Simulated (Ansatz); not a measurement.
Values for one crystal, relaxed and computed with plane-wave PAW PBE (Ansatz code); other levels are named.

| Quantity | Value |
|---|---|
| Volume per atom | 54.42 Å³ |
| Electronic character | metallic (no gap) |
| Density of states at the Fermi level | 0.57 states/eV per atom (mean over ±0.08 eV) |
| Bulk modulus (Birch–Murnaghan fit) | 3.0 GPa |
| Pressure derivative B′ | 3.4 |

Pick the material that matches.
(A) Ga, diamond
(B) Re, diamond
(C) Na, diamond
(D) Mn, diamond

C, Na, diamond

Space group Fd-3m (diamond). The start of the workflow was typed in or built on a structure type; neither database checked (COD, Materials Project) lists it. It is not the phase usual at ambient conditions (space group No. 229). The cell was relaxed with PBE under the symmetry of its start; its stability against distortions is not shown here.

Potentials: the later of the program's two PAW sets.
